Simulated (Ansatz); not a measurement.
ScOF in space group P2_1/c (No. 14; Sc on 4e, O on 4e, F on 4e), DFT-r²SCAN in the program Ansatz with PAW potentials. The conduction-band minimum lies at Y2, with 1 equivalent valley. Second derivatives d²E/dk² of the lowest band at one valley (eV·Å²), along Cartesian directions:

```
direction  d²E/dk²
---------  -------
[100]        3.882
[010]        2.401
[001]        2.767
[110]        3.141
[101]        4.049
[011]        2.583
```

Problem. Find the principal effective masses, the density-of-states mass and the conductivity mass.

Solution. Off-diagonal terms follow from H_xy = H[110] − (H_xx + H_yy)/2, and m*/mₑ = 7.620 eV·Å² over each eigenvalue: 1.8, 3.2, 3.2. One valley's DOS mass (m₁m₂m₃)^(1/3) = 2.6, conductivity mass 3/(Σ 1/mᵢ) = 2.5 mₑ.

Problem. What effective density of states Nc follows at 300 K for parabolic valleys?

Solution. Nc = 2.509e19 × 1 × (2.6)^(3/2) ≈ 1.1e20 cm⁻³.

Problem. With the computed static dielectric constant 12.3 (mean of the diagonal), estimate a hydrogenic donor's binding energy and radius.

Solution. E = 13.606 eV × 2.5/12.3² ≈ 220 meV; a = 0.529 Å × ε/m* ≈ 2.6 Å. Semilocal masses tend to be too small where the gap is.

The workflow started from a Materials Project entry (that database holds measured and hypothetical structures alike); the Crystallography Open Database copy checked does not list it. Whether it is the stable phase at ambient conditions was not checked. Symmetry was held in the r²SCAN relaxation; of distortions, only those at the zone centre were tested. No spin polarisation was allowed.

Potentials: the later of the program's two PAW sets.
